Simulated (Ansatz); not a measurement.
BaZrO₃ (perovskite structure)

Method: PBE with spin–orbit coupling; two-component spinors; PAW, 420 eV, Γ-centred 6×6×6 mesh, 0.05 eV Gaussian smearing; code Ansatz; PAW files: Ansatz's generated set soft_2.

```xyz
5
Lattice="4.2272 0.0000 0.0000 0.0000 4.2272 0.0000 0.0000 0.0000 4.2272" Properties=species:S:1:pos:R:3 pbc="T T T"
Ba    0.0000    0.0000    0.0000
Zr    2.1136    2.1136    2.1136
O     0.0000    2.1136    2.1136
O     2.1136    2.1136    0.0000
O     2.1136    0.0000    2.1136
```

The start was a prototype's sites filled with these elements; the Crystallography Open Database holds the compound in this structure. The ideal cubic cell shuts out tilts of the octahedra, which such structures often take.

The run above is the reference. The same cell was run again with other input settings; several of them aren't fit for production, so the rows show the settings' effect and aren't properties of the material.

```tsv
keys changed	outcome	ΔE (meV/atom)	P (GPa)	gap on the mesh (eV)	cell moment (μB)	largest force component (eV/Å)	SCF iterations	rough core-seconds	new warnings
none (reference)	converged	0.0	0.0	3.15	0.00 (no moment typed)	0.000	–	–	–
scf.n_extra_bands: 8; accuracy: "low"	converged	0.0	0.0	3.15	0.00 (no moment typed)	0.000	8	40	–
basis.ecutrho_ratio: 4 → 8	converged	0.0	0.0	3.15	0.00 (no moment typed)	0.000	8	40	–
```

These changes also left energy (to 0.1 meV/atom), pressure, gap, moment and forces as in the reference: scf.n_extra_bands: 32; scf.occupations.width: 0.05 → null; scf.occupations.method: "gaussian" → "tetrahedron" | scf.mixing.preconditioner: "resta"; basis.ecutrho_ratio: 4 → 6 | accuracy: "high" | accuracy: "high"; scf.n_extra_bands: 1.

ΔE is the energy with the smearing extrapolated to zero. It is left out where the change alters the Hamiltonian or the spin treatment. The varied runs start from atomic densities (corrected by the program's trained start where that serves), with the default search for lower states unless a row changes it.

What happens with these changes: hamiltonian.xc: "pbe" → "revpbe"; basis.ecutrho_ratio: 4 → 9?

outcome converged, P (GPa) 2.5, gap on the mesh (eV) 3.18, cell moment (μB) 0.00 (no moment typed), largest force component (eV/Å) 0.000, SCF iterations 8, rough core-seconds 28.

What happens with these changes: hamiltonian.hubbard: {"sites": [{"species": "Zr", "l": "d", "u_eff": 6.0}], "double_counting": "fll"}?

outcome converged, P (GPa) 3.0, gap on the mesh (eV) 4.28, cell moment (μB) 0.00 (no moment typed), largest force component (eV/Å) 0.000, SCF iterations 8, rough core-seconds 70.

1 further run (cut off, refused for memory, with changed atoms or starts, or in doubt) is left out.

Of the reference: Semilocal functionals underestimate band gaps, commonly by a third or more.
